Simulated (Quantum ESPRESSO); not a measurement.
TiIn2Mo2Cu2Sn, one run as intended and one with a planted mistake

A calculation, not a measurement. The program is pw.x of Quantum ESPRESSO 7.5 (plane-wave density functional theory). The cell is made up: eight metal atoms on a face-centred cubic lattice, with elements, volume, strain and displacements drawn at random and not relaxed, so it may be unstable or far from any real phase. PseudoDojo standard norm-conserving files set the functional (PBE unless stated); there is no spin polarisation or spin-orbit coupling, the Fermi-Dirac width of 0.25 eV means electrons at about 2900 K, and the masses in the input are unused placeholders. The copper pseudopotential is less sure than most, with forces differing by about three percent and pressure by about two GPa from a second method on plain copper. The tin pseudopotential is less sure than most, with forces differing by about three percent from a second method on plain tin. A spin test at this wide smearing found no moment, but such smearing suppresses magnetism that the real alloy may have.

Intended input:

```
&control calculation='scf', pseudo_dir='./dojo.nc.sr.pbe.v0_5.standard.upf', outdir='./o', disk_io='minimal', tprnfor=.true., tstress=.true. /
&system ibrav=0, nat=8, ntyp=5, nbnd=71, ecutwfc=92.02030273, nosym=.true., tot_charge=0,
 occupations='smearing', smearing='fd', degauss=0.0183746611
/
&electrons conv_thr=1.470e-08, electron_maxstep=70, mixing_beta=0.5 /
ATOMIC_SPECIES
Cu 1.0 Cu.upf
In 1.0 In.upf
Mo 1.0 Mo.upf
Sn 1.0 Sn.upf
Ti 1.0 Ti.upf
CELL_PARAMETERS angstrom
0.028 2.1439 2.1272
0.0016 4.213 -4.1796
-8.3115 -2.164 2.0356
ATOMIC_POSITIONS angstrom
Ti -0.1675 -0.0501 -0.0415
In -4.1585 -0.0616 0.0135
Mo -0.0818 2.2653 -1.9719
Mo -4.2601 2.0104 -2.0482
Cu -6.2499 0.0406 2.0383
In -1.985 1.9209 -0.1695
Sn -6.2532 2.1105 0.0069
Cu -2.0737 4.3227 -2.0084
K_POINTS automatic
8 4 3 1 1 1
```

The log is shortened where brackets say so; the opening notice, blank lines, dates and the lines on written files are dropped, and the path of the files is cut. It prints rydbergs, bohrs and kilobars, and counts compression as positive stress. Its total energy is the free energy E - TS of the whole cell.

Log of the intended run:

```
     Program PWSCF v.7.5
     Parallel version (MPI & OpenMP), running on       4 processor cores
     Number of MPI processes:                 4
     Threads/MPI process:                     1
     [start-up lines left out]
     bravais-lattice index     =            0
     lattice parameter (alat)  =       5.7075  a.u.
     unit-cell volume          =    1005.0680 (a.u.)^3
     number of atoms/cell      =            8
     number of atomic types    =            5
     number of electrons       =       118.00
     number of Kohn-Sham states=           71
     kinetic-energy cutoff     =      92.0203  Ry
     charge density cutoff     =     368.0812  Ry
     scf convergence threshold =      1.5E-08
     mixing beta               =       0.5000
     number of iterations used =            8  plain     mixing
     Exchange-correlation= PBE
                           (   1   4   3   4   0   0   0)
     [axes and pseudopotential details left out]
   Cartesian axes
     site n.     atom                  positions (alat units)
         1        Ti     tau(   1) = (  -0.0554585  -0.0165879  -0.0137405  )
         2        In     tau(   2) = (  -1.3768606  -0.0203955   0.0044698  )
         3        Mo     tau(   3) = (  -0.0270836   0.7500306  -0.6528872  )
         4        Mo     tau(   4) = (  -1.4104999   0.6656344  -0.6781498  )
         5        Cu     tau(   5) = (  -2.0693137   0.0134425   0.6748720  )
         6        In     tau(   6) = (  -0.6572246   0.6360013  -0.0561207  )
         7        Sn     tau(   7) = (  -2.0704064   0.6987770   0.0022846  )
         8        Cu     tau(   8) = (  -0.6865927   1.4312265  -0.6649722  )
     number of k points=    48  Fermi-Dirac smearing, width (Ry)=  0.0184
                       cart. coord. in units 2pi/alat
        k(    1) = (  -0.0839007   0.0893940  -0.0002517), wk =   0.0416667
        k(    2) = (   0.1584009   0.0877658  -0.0018001), wk =   0.0416667
     [further k points left out]
     Dense  grid:   119921 G-vectors     FFT dimensions: (  36,  72, 108)
     Estimated max dynamical RAM per process >     401.35 MB
     Estimated total dynamical RAM >       1.48 GB
     Initial potential from superposition of free atoms
     starting charge     117.9856, renormalised to     118.0000
     Starting wfcs are   77 randomized atomic wfcs
     total cpu time spent up to now is        4.5 secs
     per-process dynamical memory:   314.5 Mb
     Self-consistent Calculation
     iteration #  1     ecut=    92.02 Ry     beta= 0.50
     Davidson diagonalization with overlap
     ethr =  1.00E-02,  avg # of iterations =  3.3
     total cpu time spent up to now is       13.4 secs
     total energy              =   -1575.23843076 Ry
     estimated scf accuracy    <       9.47060198 Ry
     iteration #  2     ecut=    92.02 Ry     beta= 0.50
     Davidson diagonalization with overlap
     ethr =  8.03E-03,  avg # of iterations =  3.9
     total cpu time spent up to now is       23.5 secs
     total energy              =   -1577.32553868 Ry
     estimated scf accuracy    <      56.68007878 Ry
     [iterations 3 to 17 left out]
     iteration # 18     ecut=    92.02 Ry     beta= 0.50
     Davidson diagonalization with overlap
     ethr =  1.99E-10,  avg # of iterations =  3.6
     total cpu time spent up to now is      154.1 secs
     total energy              =   -1581.50628907 Ry
     estimated scf accuracy    <       0.00000020 Ry
     iteration # 19     ecut=    92.02 Ry     beta= 0.50
     Davidson diagonalization with overlap
     ethr =  1.68E-10,  avg # of iterations =  1.8
     total cpu time spent up to now is      161.4 secs
     End of self-consistent calculation
     [lines on levels left out]
!    total energy              =   -1581.50628908 Ry
     estimated scf accuracy    <          3.1E-09 Ry
     smearing contrib. (-TS)   =      -0.10468359 Ry
     internal energy E=F+TS    =   -1581.40160550 Ry
     The total energy is F=E-TS. E is the sum of the following terms:
     one-electron contribution =    -723.74790071 Ry
     hartree contribution      =     432.76674173 Ry
     xc contribution           =    -276.08418685 Ry
     ewald contribution        =   -1014.33625967 Ry
     convergence has been achieved in  19 iterations
     Forces acting on atoms (cartesian axes, Ry/au):
     atom    1 type  5   force =     0.04623216   -0.02246545    0.00907051
     atom    2 type  2   force =     0.01263679   -0.04606001    0.04223653
     atom    3 type  3   force =     0.04696008    0.00189462   -0.04312844
     atom    4 type  3   force =     0.00458423    0.01321770   -0.02133549
     atom    5 type  1   force =    -0.01452905   -0.00701341    0.00702864
     atom    6 type  2   force =    -0.05307302    0.06099322    0.01610805
     atom    7 type  4   force =    -0.04794197    0.01588401   -0.01757254
     atom    8 type  1   force =     0.00513080   -0.01645069    0.00759274
     Total force =     0.147748     Total SCF correction =     0.000232
     Computing stress (Cartesian axis) and pressure
          total   stress  (Ry/bohr**3)                   (kbar)     P=      -47.92
  -0.00014393  -0.00013863  -0.00006313          -21.17      -20.39       -9.29
  -0.00013863  -0.00044120   0.00015397          -20.39      -64.90       22.65
  -0.00006313   0.00015397  -0.00039203           -9.29       22.65      -57.67
     init_run     :      4.23s CPU      4.39s WALL (       1 calls)
     electrons    :    153.26s CPU    156.92s WALL (       1 calls)
     forces       :      1.37s CPU      1.39s WALL (       1 calls)
     stress       :      4.59s CPU      4.69s WALL (       1 calls)
     [timing details left out]
     PWSCF        :   2m43.56s CPU   2m47.54s WALL
     JOB DONE.
```

A second run has one planted mistake: two atoms have their elements exchanged. The input lines that differ:

```
- Ti -0.1675 -0.0501 -0.0415
+ In -0.1675 -0.0501 -0.0415
- In -1.985 1.9209 -0.1695
+ Ti -1.985 1.9209 -0.1695
```

Its log:

```
     Program PWSCF v.7.5
     Parallel version (MPI & OpenMP), running on       4 processor cores
     Number of MPI processes:                 4
     Threads/MPI process:                     1
     [start-up lines left out]
     bravais-lattice index     =            0
     lattice parameter (alat)  =       5.7075  a.u.
     unit-cell volume          =    1005.0680 (a.u.)^3
     number of atoms/cell      =            8
     number of atomic types    =            5
     number of electrons       =       118.00
     number of Kohn-Sham states=           71
     kinetic-energy cutoff     =      92.0203  Ry
     charge density cutoff     =     368.0812  Ry
     scf convergence threshold =      1.5E-08
     mixing beta               =       0.5000
     number of iterations used =            8  plain     mixing
     Exchange-correlation= PBE
                           (   1   4   3   4   0   0   0)
     [axes and pseudopotential details left out]
   Cartesian axes
     site n.     atom                  positions (alat units)
         1        In     tau(   1) = (  -0.0554585  -0.0165879  -0.0137405  )
         2        In     tau(   2) = (  -1.3768606  -0.0203955   0.0044698  )
         3        Mo     tau(   3) = (  -0.0270836   0.7500306  -0.6528872  )
         4        Mo     tau(   4) = (  -1.4104999   0.6656344  -0.6781498  )
         5        Cu     tau(   5) = (  -2.0693137   0.0134425   0.6748720  )
         6        Ti     tau(   6) = (  -0.6572246   0.6360013  -0.0561207  )
         7        Sn     tau(   7) = (  -2.0704064   0.6987770   0.0022846  )
         8        Cu     tau(   8) = (  -0.6865927   1.4312265  -0.6649722  )
     number of k points=    48  Fermi-Dirac smearing, width (Ry)=  0.0184
                       cart. coord. in units 2pi/alat
        k(    1) = (  -0.0839007   0.0893940  -0.0002517), wk =   0.0416667
        k(    2) = (   0.1584009   0.0877658  -0.0018001), wk =   0.0416667
     [further k points left out]
     Dense  grid:   119921 G-vectors     FFT dimensions: (  36,  72, 108)
     Estimated max dynamical RAM per process >     401.35 MB
     Estimated total dynamical RAM >       1.48 GB
     Initial potential from superposition of free atoms
     starting charge     117.9856, renormalised to     118.0000
     Starting wfcs are   77 randomized atomic wfcs
     total cpu time spent up to now is        4.5 secs
     per-process dynamical memory:   314.6 Mb
     Self-consistent Calculation
     iteration #  1     ecut=    92.02 Ry     beta= 0.50
     Davidson diagonalization with overlap
     ethr =  1.00E-02,  avg # of iterations =  3.4
     total cpu time spent up to now is       13.5 secs
     total energy              =   -1573.46262599 Ry
     estimated scf accuracy    <      12.03998844 Ry
     iteration #  2     ecut=    92.02 Ry     beta= 0.50
     Davidson diagonalization with overlap
     ethr =  1.00E-02,  avg # of iterations =  3.1
     total cpu time spent up to now is       23.3 secs
     total energy              =   -1579.10862492 Ry
     estimated scf accuracy    <      47.94119055 Ry
     [iterations 3 to 19 left out]
     iteration # 20     ecut=    92.02 Ry     beta= 0.50
     Davidson diagonalization with overlap
     ethr =  9.18E-11,  avg # of iterations =  2.0
     total cpu time spent up to now is      162.7 secs
     total energy              =   -1581.50778930 Ry
     estimated scf accuracy    <       0.00000003 Ry
     iteration # 21     ecut=    92.02 Ry     beta= 0.50
     Davidson diagonalization with overlap
     ethr =  2.53E-11,  avg # of iterations =  1.9
     total cpu time spent up to now is      170.0 secs
     End of self-consistent calculation
     [lines on levels left out]
!    total energy              =   -1581.50778931 Ry
     estimated scf accuracy    <          1.6E-09 Ry
     smearing contrib. (-TS)   =      -0.10515088 Ry
     internal energy E=F+TS    =   -1581.40263843 Ry
     The total energy is F=E-TS. E is the sum of the following terms:
     one-electron contribution =    -724.88189885 Ry
     hartree contribution      =     433.38071099 Ry
     xc contribution           =    -276.10058086 Ry
     ewald contribution        =   -1013.80086971 Ry
     convergence has been achieved in  21 iterations
     Forces acting on atoms (cartesian axes, Ry/au):
     atom    1 type  2   force =     0.01239987   -0.00372136   -0.01110333
     atom    2 type  2   force =     0.03406121   -0.03842126    0.03080476
     atom    3 type  3   force =    -0.00420606   -0.02233271    0.00884966
     atom    4 type  3   force =     0.02546628    0.01158182   -0.00998511
     atom    5 type  1   force =    -0.00137307    0.00018427    0.00203123
     atom    6 type  5   force =    -0.04159028    0.07376616   -0.03906756
     atom    7 type  4   force =    -0.01687850    0.00407471   -0.00174062
     atom    8 type  1   force =    -0.00787946   -0.02513163    0.02021098
     Total force =     0.124352     Total SCF correction =     0.000127
     Computing stress (Cartesian axis) and pressure
          total   stress  (Ry/bohr**3)                   (kbar)     P=      -44.20
  -0.00021121  -0.00026405   0.00016735          -31.07      -38.84       24.62
  -0.00026405  -0.00031290   0.00010536          -38.84      -46.03       15.50
   0.00016735   0.00010536  -0.00037732           24.62       15.50      -55.51
     init_run     :      4.26s CPU      4.42s WALL (       1 calls)
     electrons    :    161.65s CPU    165.51s WALL (       1 calls)
     forces       :      1.37s CPU      1.39s WALL (       1 calls)
     stress       :      4.60s CPU      4.71s WALL (       1 calls)
     [timing details left out]
     PWSCF        :   2m52.00s CPU   2m56.18s WALL
     JOB DONE.
```

```
                                            intended run  run with the mistake
                          free energy (eV)    -21517.489            -21517.510
         entropy term -TS, part of it (eV)        -1.424                -1.431
                            pressure (GPa)         -4.79                 -4.42
size of the largest force component (eV/Å)         1.568                 1.897
largest change of a force component (eV/Å)                               1.419
                                iterations            19                    21
```

For scale, a rerun of the intended cell at a higher cutoff and on a denser mesh moved values by no more than 0.003 eV in energy, 0.03 GPa in stress and 0.005 eV/Å in force, and a second program with other atomic files agreed on that cell to 2 % rms in force and 0.5 GPa in pressure.